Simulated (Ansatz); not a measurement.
A crystal relaxed with r2SCAN+rVV10 in the PAW code Ansatz has space group P4/nmm:1 (No. 129) and a = 3.793 Å, c = 4.758 Å.

```json
{"atom": "Sn", "site": "2c", "x": "0.0000", "y": "0.5000", "z": "0.2410"}
{"atom": "Xx", "site": "2a", "x": "0.5000", "y": "0.5000", "z": "0.0000"}
```

r2SCAN gives an indirect gap of 0.02 eV, from Γ to M; the least direct gap is 2.21 eV at M. (This is within a few times the smearing of 0.02 eV, so the filling near the edges can be smeared.) The HSE06 gap is indirect, 0.24 eV (Γ to M), below the direct gap of 2.57 eV at M. With PBE the bands overlap by 0.08 eV (counted from 1, band 20 peaks at M–Γ (0.90 of the way from M) and band 21 bottoms out at M): no gap. Meshes: r2SCAN 6×6×6, HSE06 4×4×4, PBE 6×6×6.

Q: Which element is Xx?
A. Se
B. Te
C. O
D. S

A: C. Xx is O: SnO on the sites of the litharge structure (relaxed group P4/nmm). Around Sn lie 4 O at 2.22 Å; around O lie 4 Sn at 2.22 Å.

These are computed values for a spin-unpolarised cell that may be hypothetical; none is a measurement.

Spin-orbit coupling is left out, which matters wherever the heavy atoms make up the band edges.

Gaps or overlaps of about a tenth of an eV are at the limit of these meshes: between the points read a gap can be smaller or closed.

The meshes of the hybrids are coarse, so their gaps aren't converged to the digits shown.
